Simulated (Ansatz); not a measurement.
Cu Kα1 powder pattern (kinematic, no thermal factors).
```tsv
2θ (°)	relative intensity
18.20	17
21.04	4
29.93	3
35.25	9
36.88	100
42.84	49
46.90	4
48.20	2
53.14	1
56.64	3
62.19	32
65.39	3
73.55	1
74.55	37
78.48	11
81.39	2
89.06	2
```

The pattern is computed from a structure relaxed with Ansatz, DFT PBE, scalar-relativistic, plane waves, PAW. No spin polarisation. Its elements are Ge, Y.

**Question.** Give the structure.

**Answer.** YGe₆.
Space group Fm-3m (No. 225). a = 8.437 Å, b = 8.437 Å, c = 8.437 Å, α = 90.00°, β = 90.00°, γ = 90.00°
| atom | site | symmetry | x | y | z |
| --- | --- | --- | --- | --- | --- |
| Y | 4a | m-3m | 0.0000 | 0.0000 | 0.0000 |
| Ge | 24d | m.mm | 0.2500 | 0.7500 | 0.0000 |

A pattern alone doesn't exclude other cells with like lines; this is the one computed.

The structure comes from a generated guess; another structure or a mixture of phases may lie lower.
